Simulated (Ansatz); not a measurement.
RuS2 (Pa-3), relaxed with PBE (Ansatz, a first-principles code, plane waves, PAW): a = b = c = 5.649 Å, α = β = γ = 90.00°.

- gap (eV): 0.57

**Question.** The same phase is relaxed and computed with HSE06 in the same code. What are the cell and these values now?

**Answer.** a = b = c = 5.599 Å, α = β = γ = 90.00°.

- gap (eV): 1.97

All cells were relaxed under the symmetry of their starts (and spin orders); stability against distortions was not tested throughout. Rows with no word on spin ran without spin polarisation. Scalar-relativistic: spin–orbit coupling is off unless named, which matters more the heavier the elements.

Potentials: the later of the program's two PAW sets.

Ansatz is a plane-wave DFT program.
